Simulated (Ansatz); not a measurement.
# Phonon spectrum of MgCd4S3

These are results of Ansatz, DFT PBE, scalar-relativistic, plane waves, PAW, not measurements. Cutoff 420 eV, 12×12×2 k-points (Γ-centred), fixed occupations. No spin polarisation. Phonons by linear response, acoustic sum rule imposed.

The cell, relaxed at this level:
```
CELL_PARAMETERS angstrom
3.84480 0.00000 0.00000
-1.92240 3.32970 0.00000
0.00000 0.00000 14.69031
ATOMIC_POSITIONS crystal
Mg 0.00000 0.00000 0.00000
Cd 0.66667 0.33333 0.39190
Cd 0.33333 0.66667 0.60810
Cd 0.66667 0.33333 0.20840
Cd 0.33333 0.66667 0.79160
S 0.00000 0.00000 0.50000
S 0.33333 0.66667 0.09921
S 0.66667 0.33333 0.90079
```

The structure comes from a proposed guess, relaxed at this level; another structure or a mixture of phases may lie lower. The q mesh is coarse, so values between its points are rough. The run warned that its linear response isn't converged on this k mesh, so dielectric tensors, Born charges and infrared intensities are rough, and the frequencies may be too. Modes under 40 cm⁻¹ are poorly fixed.

Force constants from linear response on a 2×2×1 q mesh.

**Question.** Is the structure dynamically stable on the q mesh?

**Answer.** Yes, on this mesh: no mode is imaginary.

**Question.** Give the frequencies (cm⁻¹) at the zone-boundary points of high symmetry (interpolated where a point lies off the q mesh).

**Answer.**
```json
{"point": "M", "q": "0.500 0.000 0.000", "frequencies": "40 42 46 50 57 61 62 64 78 101 140 148 149 162 162 167 170 178 201 204 234 242 256 257"}
{"point": "K", "q": "0.333 0.333 0.000", "frequencies": "42 53 53 57 57 68 70 71 71 85 137 155 155 174 179 179 198 198 215 215 219 226 233 233"}
{"point": "A", "q": "0.000 0.000 0.500", "frequencies": "15 15 16 16 42 42 51 60 60 62 95 95 128 128 141 141 159 159 188 188 208 244 264 326"}
{"point": "L", "q": "0.500 0.000 0.500", "frequencies": "39 43 46 49 57 60 61 64 78 101 139 148 152 158 162 168 170 179 204 205 232 240 249 264"}
{"point": "H", "q": "0.333 0.333 0.500", "frequencies": "42 52 52 58 58 69 70 71 71 84 137 153 153 175 183 183 197 197 211 211 218 227 234 234"}
```
